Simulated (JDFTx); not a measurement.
```yaml
surface: Ti(0001)
bulk: Ti, P6_3/mmc, lattice of mp-46 (not re-optimised)
slab: 4 atoms in 4 planes, 1x1, 6.8 Å between the outermost planes
in-plane cell: 2.936 × 2.936 Å, 7.46 Å²
cell_height: 23.0 Å
sampling: 8×8×1 k mesh, Fermi smearing 0.01 Ha, no spin polarisation
```

Profiles through the double layer of this slab, charged, in CANDLE, acetonitrile, 1 M NaCl; PBE, GBRV ultrasoft potentials, plane waves to 20/100 Ha, JDFTx (a modified build). z is the height above the outermost atoms, φ the plane-averaged electrostatic potential energy of an electron (zero in the bulk liquid), ρ_b the bound charge of solvent and ions, s the cavity shape function (0 in the solid, 1 in the liquid).

```json
[
 {"z (Å)": "0.81", "n (e/Å³)": "0.1913", "s": "0.00", "φ (eV)": "-6.738", "ρ_b (10⁻³ e/Å³)": "0.00"},
 {"z (Å)": "1.28", "n (e/Å³)": "0.0587", "s": "0.00", "φ (eV)": "-2.987", "ρ_b (10⁻³ e/Å³)": "-0.16"},
 {"z (Å)": "1.75", "n (e/Å³)": "0.0233", "s": "0.00", "φ (eV)": "-1.114", "ρ_b (10⁻³ e/Å³)": "-2.62"},
 {"z (Å)": "2.22", "n (e/Å³)": "0.0084", "s": "0.02", "φ (eV)": "-0.336", "ρ_b (10⁻³ e/Å³)": "-5.00"},
 {"z (Å)": "2.69", "n (e/Å³)": "0.0028", "s": "0.09", "φ (eV)": "-0.129", "ρ_b (10⁻³ e/Å³)": "-0.80"},
 {"z (Å)": "3.16", "n (e/Å³)": "0.0009", "s": "0.23", "φ (eV)": "-0.074", "ρ_b (10⁻³ e/Å³)": "0.21"},
 {"z (Å)": "3.63", "n (e/Å³)": "0.0003", "s": "0.37", "φ (eV)": "-0.050", "ρ_b (10⁻³ e/Å³)": "0.05"},
 {"z (Å)": "4.10", "n (e/Å³)": "0.0001", "s": "0.51", "φ (eV)": "-0.036", "ρ_b (10⁻³ e/Å³)": "-0.03"},
 {"z (Å)": "4.57", "n (e/Å³)": "0.0000", "s": "0.65", "φ (eV)": "-0.026", "ρ_b (10⁻³ e/Å³)": "-0.04"},
 {"z (Å)": "5.04", "n (e/Å³)": "0.0000", "s": "0.79", "φ (eV)": "-0.020", "ρ_b (10⁻³ e/Å³)": "-0.04"},
 {"z (Å)": "5.51", "n (e/Å³)": "0.0000", "s": "0.92", "φ (eV)": "-0.016", "ρ_b (10⁻³ e/Å³)": "-0.03"},
 {"z (Å)": "5.98", "n (e/Å³)": "0.0000", "s": "0.99", "φ (eV)": "-0.013", "ρ_b (10⁻³ e/Å³)": "-0.02"},
 {"z (Å)": "6.45", "n (e/Å³)": "0.0000", "s": "1.00", "φ (eV)": "-0.010", "ρ_b (10⁻³ e/Å³)": "-0.01"},
 {"z (Å)": "6.92", "n (e/Å³)": "0.0000", "s": "1.00", "φ (eV)": "-0.008", "ρ_b (10⁻³ e/Å³)": "-0.01"},
 {"z (Å)": "7.39", "n (e/Å³)": "0.0000", "s": "1.00", "φ (eV)": "-0.006", "ρ_b (10⁻³ e/Å³)": "-0.01"},
 {"z (Å)": "7.86", "n (e/Å³)": "0.0000", "s": "1.00", "φ (eV)": "-0.005", "ρ_b (10⁻³ e/Å³)": "-0.01"}
]
```

Q: Is the electrode positively or negatively charged, and roughly by how much?

A: Positively: σ = 6.4 μC/cm² per face. The liquid's bound charge is of the opposite sign overall, and far from the surface φ decays with the screening length (2.1 Å).
